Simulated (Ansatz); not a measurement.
## YTi: reading a single point

```yaml
crystal:
  lattice:
    - [1.94531, 3.36937, 0.00000]
    - [-1.94531, 3.36937, 0.00000]
    - [0.00000, 0.00000, 13.15997]
  atoms:
    - { symbol: Y, position: [0.33333, 0.33333, 0.11700] }
    - { symbol: Y, position: [0.66667, 0.66667, 0.61700] }
    - { symbol: Y, position: [0.33333, 0.33333, 0.38300] }
    - { symbol: Y, position: [0.66667, 0.66667, 0.88300] }
    - { symbol: Ti, position: [0.00000, 0.00000, 0.00000] }
    - { symbol: Ti, position: [0.00000, 0.00000, 0.50000] }
    - { symbol: Ti, position: [0.66667, 0.66667, 0.25000] }
    - { symbol: Ti, position: [0.33333, 0.33333, 0.75000] }
```

Level: r2SCAN, no spin polarisation; 500 eV; 10×10×3 Γ-centred mesh; methfessel-paxton occupations (width 0.1259 eV); Ansatz 0.2.0, fixed geometry.

Task: Give the Bader charges.

Result: Bader charges in e: Y +0.33, Ti -0.55 to -0.12. In the mean Y gives up most and Ti takes most.

Task: Metal or insulator?

Result: It is a metal, with about 14 states/eV a cell as the mean within 0.25 eV of the Fermi level, mostly Ti d (59 %) and Y d (33 %).

Task: Where is the largest force?

Result: The largest is on Y2 (and as large on other atoms): 0.15 eV/Å, components (0.00, 0.00, 0.15). It makes 124° with the line to a nearest neighbour, Ti6 at 2.72 Å.

Task: Is the cell too large or too small?

Result: The pressure is 12.0 GPa (compression positive), so with the atoms held at these fractions the cell would first expand. The principal stresses 8.7, 8.7, 18.5 GPa differ, so its shape would change too.

Task: What do density and ELF say about some of the short contacts?

Result: Y–Ti at 2.72 Å: least valence density 0.24 e/Å³ and ELF 0.15 there. Both are smooth PAW fields, read partly inside the augmentation spheres.

Origin: a known structure type with other elements, at an estimated volume, so it need not be a known compound. Caveats: many states at the Fermi level without spin polarisation, so a magnetic state may lie lower.
